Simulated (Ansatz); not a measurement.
**LaPd2: computed property card**

LaPd2:
```xyz
3
Lattice="-2.0005 2.0005 4.4580 2.0005 -2.0005 4.4580 2.0005 2.0005 -4.4580" Properties=species:S:1:pos:R:3 pbc="T T T"
La     0.0000     0.0000     0.0000
Pd     0.0000     2.0005     2.2290
Pd     2.0005     0.0000     2.2290
```

Space group I4/mmm (No. 139); conventional cell a = b = 4.0009 Å, c = 8.9161 Å, α = β = γ = 90.00°.

Method: PBE in the plane-wave PAW code Ansatz. Geometry: relaxed at this level of theory. Other levels are named where they apply.

**Cell and energy**

```
Item                                                          Result
-----------------------------------------------------  -------------
Volume per atom                                             23.79 Å³
Density                                                   8.18 g/cm³
Formation energy from the elements (no fitted shifts)  -0.58 eV/atom
```

**Electronic structure**

```
Quantity                                                                     Value
------------------------------------  --------------------------------------------
Electronic character                                             metallic (no gap)
Density of states at the Fermi level  0.70 states/eV per atom (mean over ±0.08 eV)
```

**Mechanics**

```
Property                               Value
----------------------------------  --------
Bulk modulus (Birch–Murnaghan fit)  76.4 GPa
Pressure derivative B′                   4.8
```

The workflow started from an entry of the Crystallography Open Database (COD). Whether it is the stable phase at ambient conditions was not checked. The PBE relaxation kept the symmetry of its start; whether a distortion lowers the energy is not shown. No spin polarisation was allowed. The volume moved by -17 % from the start of the relaxation. The volume fell by over 15 % from the filed cell, which may lack light atoms or belong to other conditions. Axis ratios of metals converge slowly with the k-mesh, so a and c are less sure than the volume. The references are the lowest solids computed at this level, not always the standard phases. Spin–orbit coupling is left out wherever it is not named.

Potentials: the later of the program's two PAW sets.
